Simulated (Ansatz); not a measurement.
GaN:
```
GaN
1.0
    0.00000     2.27439     2.27439
    2.27439     0.00000     2.27439
    2.27439     2.27439     0.00000
Ga N
1 1
Direct
  0.00000   0.00000   0.00000
  0.25000   0.25000   0.25000
```

Relaxed with PBE (plane waves, PAW; program Ansatz). Indices refer to the conventional cell of F-43m, a = 4.549 Å, b = 4.549 Å, c = 4.549 Å, α = 90.00°, β = 90.00°, γ = 90.00°.

Problem. Simulate the powder diffraction pattern (Co Kα, λ = 1.79026 Å; lines above 1 %) up to 2θ = 90°.

Solution. Simulated powder pattern, Co Kα, λ = 1.79026 Å (kinematic, ideal powder, no thermal factors, no anomalous dispersion; the 30 strongest lines at most, above 1 %, up to 2θ = 90°):

```json
[
 {"2θ (°)": "39.86", "d (Å)": "2.626", "I/Imax (%)": "100", "hkl": "(111)"},
 {"2θ (°)": "46.35", "d (Å)": "2.274", "I/Imax (%)": "32", "hkl": "(200)"},
 {"2θ (°)": "67.64", "d (Å)": "1.608", "I/Imax (%)": "41", "hkl": "(220)"},
 {"2θ (°)": "81.48", "d (Å)": "1.372", "I/Imax (%)": "38", "hkl": "(311)"},
 {"2θ (°)": "85.95", "d (Å)": "1.313", "I/Imax (%)": "8.2", "hkl": "(222)"}
]
```

The PBE relaxation kept the symmetry of its start.

Potentials: the earlier of the program's two PAW sets.
